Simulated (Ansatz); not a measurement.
Be₂C:
```
CELL_PARAMETERS angstrom
      0.00000     2.13386     2.13386
      2.13386     0.00000     2.13386
      2.13386     2.13386     0.00000
ATOMIC_POSITIONS crystal
  Be 0.75000 0.75000 0.75000
  Be 0.25000 0.25000 0.25000
  C  0.00000 0.00000 0.00000
```

Relaxed with LDA. Special points in fractions of this cell's reciprocal vectors: Γ (0.000, 0.000, 0.000); X (0.500, 0.000, 0.500); U (0.625, 0.250, 0.625); K (0.375, 0.375, 0.750); L (0.500, 0.500, 0.500); W (0.500, 0.250, 0.750).

Q: List the band energies nearest the valence-band maximum at these points for plane-wave PAW LDA (Ansatz code).

A: In eV from the valence-band maximum; about four levels below and three above (degenerate sets whole), none deeper than 8.9 eV; … stands for higher levels left out; points with the same levels are listed once.

```csv
k,below,above
Γ,0.00 0.00 0.00,4.11 4.11 4.11
X,-6.85 -4.92 -4.92,1.21 6.11 …
U,-7.08 -6.38 -4.16,3.43 8.62 11.82
L,-1.91 -1.91,5.02 5.02 7.58
W,-6.52 -6.02 -6.02,5.80 8.44 …
```

Space group Fm-3m (fluorite or antifluorite type). The cell was relaxed with LDA under the symmetry of its start.

Potentials: the earlier of the program's two PAW sets. The files were generated under PBE; for other functionals the program regenerates the frozen cores, and for LDA and PBEsol the local potential too.
